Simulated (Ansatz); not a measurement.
InP:
```
CELL_PARAMETERS angstrom
      4.16917     0.00000     0.00000
     -2.08458     3.61060     0.00000
      0.00000     0.00000     6.84488
ATOMIC_POSITIONS crystal
  In 0.66667 0.33333 0.50024
  In 0.33333 0.66667 0.00024
  P  0.66667 0.33333 0.87476
  P  0.33333 0.66667 0.37476
```

Relaxed with r²SCAN. Special points in fractions of this cell's reciprocal vectors: Γ (0.000, 0.000, 0.000); M (0.500, 0.000, 0.000); K (0.333, 0.333, 0.000); A (0.000, 0.000, 0.500); L (0.500, 0.000, 0.500); H (0.333, 0.333, 0.500).

List the band energies nearest the valence-band maximum at these points for the program Ansatz at the r²SCAN with spin–orbit coupling level (PAW).

In eV from the valence-band maximum; about four levels below and three above (degenerate sets whole), none deeper than 8.9 eV; points with the same levels are listed once.

| k | below | above |
|---|---|---|
| Γ | -0.04 -0.04 0.00 0.00 | 1.07 1.07 1.52 1.52 |
| M | -1.99 -1.99 -1.04 -1.04 | 2.09 2.09 2.85 2.85 |
| K | -2.59 -2.59 -2.55 -2.36 -2.36 | 2.80 2.80 4.57 |
| A | -0.55 -0.55 -0.55 -0.55 | 2.11 2.11 2.11 2.11 |
| L | -1.78 -1.78 -1.78 -1.78 | 2.02 2.02 2.02 2.02 |
| H | -1.52 -1.52 -1.50 -1.50 | 2.81 2.81 2.85 2.85 |

Space group P6_3mc (wurtzite). The first step of the workflow began from a Materials Project structure, measured or hypothetical; the Crystallography Open Database copy checked does not list it. It is not the phase usual at ambient conditions (space group No. 216). The cell was relaxed with r²SCAN under the symmetry of its start; whether a distortion lowers the energy is not shown.

Potentials: the later of the program's two PAW sets.
